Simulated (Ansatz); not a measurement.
LiGaI2: rattling a relaxed structure

The structure comes from a generated guess, relaxed at this level; another structure or a mixture of phases may lie lower.

These are results of Ansatz, DFT PBE, scalar-relativistic, plane waves, PAW, not measurements. Cutoff 420 eV; k points 6×6×4 on the computed 4-atom cell (Γ-centred); Gaussian smearing, width 0.02 eV; no spin polarisation.

The cell below (4 atoms, space group P-3m1 (No. 164)) is relaxed within its symmetry.

```
Li Ga I
1.0
     4.41678    0.00000    0.00000
    -2.20839    3.82504    0.00000
     0.00000    0.00000    7.60469
Li Ga I
1 1 2
Direct
  0.00000 0.00000 0.00000
  0.00000 0.00000 0.50000
  0.33333 0.66667 0.22051
  0.66667 0.33333 0.77949
```

For the test a repeat of it with 8 atoms (edges 4.42, 4.42, 15.21 Å) was strained at random (σ = 1.5 % a component), the atoms were moved at random (σ = 0.10 Å), and all was relaxed again on a coarse 3×3×1 mesh (in the run’s order of axes) with 0.10 eV smearing, with no symmetry imposed.

Spin–orbit coupling, which can matter for I, is left out.

Q: What happens?

A: It returns, within 1 meV/atom of the unmoved cell on that mesh and with the same symmetry when read at 0.1 Å (P1 at 0.01 Å, so small strains and shifts remain). So it is stable against the distortions that fit this cell and that this random move excites. Modes that don't fit the cell aren't tested.
